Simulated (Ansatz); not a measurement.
Pt₃W:
```yaml
crystal:
  lattice:
    - [-1.93746, 1.93746, 3.99304]
    - [1.93746, -1.93746, 3.99304]
    - [1.93746, 1.93746, -3.99304]
  atoms:
    - { symbol: Pt, position: [0.75000, 0.25000, 0.50000] }
    - { symbol: Pt, position: [0.25000, 0.75000, 0.50000] }
    - { symbol: Pt, position: [0.50000, 0.50000, 0.00000] }
    - { symbol: W, position: [0.00000, 0.00000, 0.00000] }
```

Relaxed with PBEsol. Special points in fractions of this cell's reciprocal vectors: Γ (0.000, 0.000, 0.000); X (0.000, 0.000, 0.500); P (0.250, 0.250, 0.250); N (0.000, 0.500, 0.000); M (0.500, 0.500, -0.500); S (0.309, 0.691, -0.309); S0 (-0.309, 0.309, 0.309); R (-0.118, 0.118, 0.500); G (0.500, 0.500, -0.118).

### Question
List the band energies nearest the Fermi level at these points for plane-wave PAW PBEsol with spin–orbit coupling (Ansatz code).

### Answer
In eV from the Fermi level; about four levels below and three above (degenerate sets whole), none deeper than 8.9 eV; points with the same levels are listed once.

```csv
k,below,above
Γ,-1.47 -1.47 -0.20 -0.20,0.11 0.11 0.84 0.84
X,-0.95 -0.95 -0.87 -0.87,0.59 0.59 1.19 1.19
P,-2.70 -2.70 -1.21 -1.21,0.45 0.45 0.53 0.53
N,-0.74 -0.74 -0.39 -0.39,0.17 0.17 1.41 1.41
M,-1.19 -1.19 -0.76 -0.76,0.01 0.01 1.32 1.32
S,-0.81 -0.81 -0.09 -0.09,0.44 0.44 1.80 1.80
R,-1.59 -1.59 -0.83 -0.83,1.03 1.03 1.13 1.13
```

Space group I4/mmm. The first step of the workflow began from a Materials Project structure, measured or hypothetical; the Crystallography Open Database copy checked does not list it. Its standing as an ambient phase is unchecked. The PBEsol relaxation kept the symmetry of its start; whether a distortion lowers the energy is not shown. The run is not spin-polarised.

Potentials: the later of the program's two PAW sets.
